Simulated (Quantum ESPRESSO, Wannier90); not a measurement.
# Te₂W (P6₃/mmc, 2Hc stacking as in molybdenite), plane waves to Wannier functions

```xyz
6
Lattice="3.5616 0.0000 0.0000 -1.7808 3.0844 0.0000 0.0000 0.0000 14.8472" Properties=species:S:1:pos:R:3 pbc="T T T"
Te     1.7808    -1.0281    -1.9180
Te    -1.7808     1.0281     1.9180
Te    -1.7808     1.0281     5.5056
Te     1.7808    -1.0281    -5.5056
W      1.7808    -1.0281     3.7118
W     -1.7808     1.0281    -3.7118
```

Structure: Materials Project mp-1019322, symmetrised, not relaxed again. Not found in the COD (Crystallography Open Database) copy used, which has the formula in other groups; not checked further. Method: PBEsol plane waves in Quantum ESPRESSO 7.5 (PseudoDojo norm-conserving files, 66 Ry, no spin polarisation, no spin-orbit coupling), Bloch states on a 4×4×4 mesh through Γ, Wannier90 4.0.1. Density: 12×12×2 mesh, cold smearing 0.01 Ry. The cell is built of weakly bound layers, chains or molecules, whose nearest atoms lie 4.35 Å apart. Database cells relaxed without dispersion often hold them too far apart, which can enlarge gaps and weakens couplings between them; spacing and stacking were not compared with the measured crystal. Spin-orbit coupling is left out although heavy elements are present.

The plane-wave run has 78 bands and 92 electrons a cell. On the energy scale of pw.x, whose zero is arbitrary, the valence-band maximum lies at 11.52 eV.

Isolated groups of bands, relative to the valence-band maximum (bands from 47 on overlap up to the last one computed):

| bands | from (eV) | to (eV) | filling | weight on atomic waves |
|---|---|---|---|---|
| 1–2 | -74.00 | -74.00 | filled | W 5s 98 % |
| 3–8 | -38.26 | -38.18 | filled | W 5p 98 % |
| 9–28 | -36.62 | -36.53 | filled | Te 4d 100 % |
| 29–32 | -13.16 | -10.42 | filled | Te 5s 80 %, W 5d 8 %, W 6s 7 % |
| 33–46 | -6.06 | 0.00 | filled | Te 5p 57 %, W 5d 35 % |

Input w.win, without the blocks of cell, atoms and k-points (64 lines):

```
num_bands = 78
num_wann = 34
num_iter = 1000
conv_tol = 1.0e-6
conv_window = 4
dis_num_iter = 1000
dis_conv_tol = 1.0e-6
dis_froz_max = 13.96
write_hr = true
write_u_matrices = true
begin projections
f=0.33876,-0.32123,-0.13142: s;p
f=-0.32183,0.34792,0.13025: s;p
f=-0.32850,0.34830,0.36970: s;p
f=0.32885,-0.34546,-0.37302: s;p
f=0.31793,-0.34252,0.24901: s;p;d
f=-0.32667,0.33285,-0.24707: s;p;d
end projections
mp_grid = 4 4 4
```

Question: Check the input against the numbers above: what is wrong, and how is it mended?

Answer: wannier90.x stops with:
```
dis_windows: More states in the frozen window than target WFs
```
At some k-point more bands lie below dis_froz_max than there are Wannier functions, and every frozen state has to fit into the subspace. Here the deep bands below band 29 or between the kept ones were not excluded and fill the window; only bands 29-78 belong to the model. Mended as below, all else unchanged, the run goes through (Ω_I = 51.2 Å²) and follows the plane-wave bands to 49 meV rms (states up to 1.9 eV relative to the valence-band maximum).
```
num_bands = 50
exclude_bands = 1-28
```
